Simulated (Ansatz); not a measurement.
An ordered 6-atom cell of B3As2N on the zincblende lattice, 6 atoms and 44 valence electrons in a cell of about 65 Å³, was run 7 times in the plane-wave code Ansatz, each time on 4 threads of Intel(R) Xeon(R) Processor @ 2.50GHz (Skylake/Cascade Lake), on a shared host. The times are single readings and vary with the host's load.

```json
{"run": "relaxation, PBE", "k mesh": "10×10×10", "irreducible k": "171", "cutoff (eV)": "420", "plane waves": "1273", "bands": "28", "SCF iterations": "69", "wall time": "2.1 min", "peak host memory (GiB)": "0.63"}
{"run": "relaxation, r2SCAN", "k mesh": "10×10×10", "irreducible k": "171", "cutoff (eV)": "500", "plane waves": "1621", "bands": "28", "SCF iterations": "26", "wall time": "110 s", "peak host memory (GiB)": "0.74"}
{"run": "bands, PBE", "k mesh": "10×10×10", "irreducible k": "171", "cutoff (eV)": "420", "plane waves": "1253", "bands": "27", "SCF iterations": "7", "wall time": "16 s", "peak host memory (GiB)": "0.54"}
{"run": "single point, r2SCAN", "k mesh": "10×10×10", "irreducible k": "171", "cutoff (eV)": "500", "plane waves": "1621", "bands": "27", "SCF iterations": "7", "wall time": "30 s", "peak host memory (GiB)": "0.7"}
{"run": "single point, HSE06", "k mesh": "6×6×6", "irreducible k": "46", "cutoff (eV)": "420", "plane waves": "1253", "bands": "27", "SCF iterations": "18", "wall time": "6.6 min", "peak host memory (GiB)": "3.3"}
{"run": "single point, PBE+SOC", "k mesh": "10×10×10", "irreducible k": "171", "cutoff (eV)": "420", "plane waves": "1253", "bands": "54", "SCF iterations": "9", "wall time": "86 s", "peak host memory (GiB)": "1.3"}
{"run": "single point, PBE0", "k mesh": "6×6×6", "irreducible k": "46", "cutoff (eV)": "420", "plane waves": "1253", "bands": "27", "SCF iterations": "18", "wall time": "8.5 min", "peak host memory (GiB)": "3.3"}
```

The slowest run (single point, PBE0) took about 30 times as long as the quickest (bands, PBE).

Only the levels marked +SOC include spin-orbit coupling.

Small gaps with spin-orbit coupling can be splittings of inverted bands, not the fundamental gap; semilocal functionals often invert bands that the real crystal keeps in order.
